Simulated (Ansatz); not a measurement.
Level of theory: DFT PBE, scalar-relativistic, plane waves, PAW in Ansatz. All cells share a 420 eV cutoff and Γ-centred k meshes spaced at most about 0.3 Å⁻¹ (about 0.25 or finer for metals, 2π included). No spin polarisation in the final relaxations.

These are static total energies at zero pressure. All come from trial cells, and lower structures may exist.

Question: These unrelaxed guesses for Sn₃GeCl are each relaxed within their symmetry. Order them by the energy at which they end, lowest first.
A.

```
Sn Ge Cl
1.0
     4.74808    0.00000    0.00000
     0.00000    4.74808    0.00000
     0.00000    0.00000    4.74808
Sn Ge Cl
3 1 1
Direct
  0.50000 0.00000 0.00000
  0.00000 0.50000 0.00000
  0.00000 0.00000 0.50000
  0.00000 0.00000 0.00000
  0.50000 0.50000 0.50000
```

B.

```
Sn Ge Cl
1.0
     4.78442    0.00000    0.00000
     0.00000    4.78442    0.00000
     0.00000    0.00000    4.78442
Sn Ge Cl
3 1 1
Direct
  0.00000 0.50000 0.50000
  0.50000 0.00000 0.50000
  0.50000 0.50000 0.00000
  0.00000 0.00000 0.00000
  0.50000 0.50000 0.50000
```

Answer: A (ends in Pm-3m, antiperovskite type, 0 meV/atom), B (ends in Pm-3m, antiperovskite type, 184 meV/atom). Even the lowest end lies +0.33 eV/atom against the elements.

A magnetic state wasn't ruled out in cells without spin, among them Pm-3m at 32.9 Å³/atom. Cells relaxed within their symmetry can be saddle points. Some types were kept out of the candidates beforehand, so the set may lack a known form.
